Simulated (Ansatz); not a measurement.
**CO$_{3}$: reading a single point**

```yaml
crystal:
  lattice:
    - [1.99596, 2.74327, 0.00000]
    - [1.99596, -2.74327, 0.00000]
    - [0.00000, 0.00000, -4.97506]
  atoms:
    - { symbol: O, position: [0.11770, 0.88230, 0.03200] }
    - { symbol: O, position: [0.88230, 0.11770, 0.53200] }
    - { symbol: O, position: [0.56420, 0.43580, 0.78320] }
    - { symbol: O, position: [0.43580, 0.56420, 0.28320] }
    - { symbol: O, position: [0.24120, 0.75880, 0.69480] }
    - { symbol: O, position: [0.75880, 0.24120, 0.19480] }
    - { symbol: C, position: [0.34150, 0.65850, 0.92800] }
    - { symbol: C, position: [0.65850, 0.34150, 0.42800] }
```

Method: PBE, no spin polarisation; PAW, plane waves to 420 eV, 8×8×6 Γ-centred mesh, fermi-dirac occupations (width 0.0471 eV) (Ansatz 0.2.0), atoms fixed.

Problem. Where is the largest force?

Solution. The largest is on C7 (and as large on other atoms): 4.99 eV/Å, components (0.00, -1.09, 4.86). It makes 13° with the line to a nearest neighbour, O5 at 1.28 Å, pointing towards it.

Problem. What does the stress say?

Solution. The pressure is 53.6 GPa (compression positive), so with the atoms held at these fractions the cell would first expand; the forces are large, so a full relaxation may end otherwise. The principal stresses 41.5, 42.6, 76.7 GPa differ, so its shape would change too.

Problem. What happens at the Fermi level?

Solution. It is a metal, with about 1.6 states/eV a cell as the mean within 0.25 eV of the Fermi level, mostly O p (96 %).

Problem. Give the Bader charges.

Solution. Bader charges in e: C +1.80, O -0.63 to -0.58. In the mean C gives up most and O takes most.

Origin: a known structure type with other elements, at an estimated volume, so it need not be a known compound. Caveats: atoms or cell far from equilibrium.
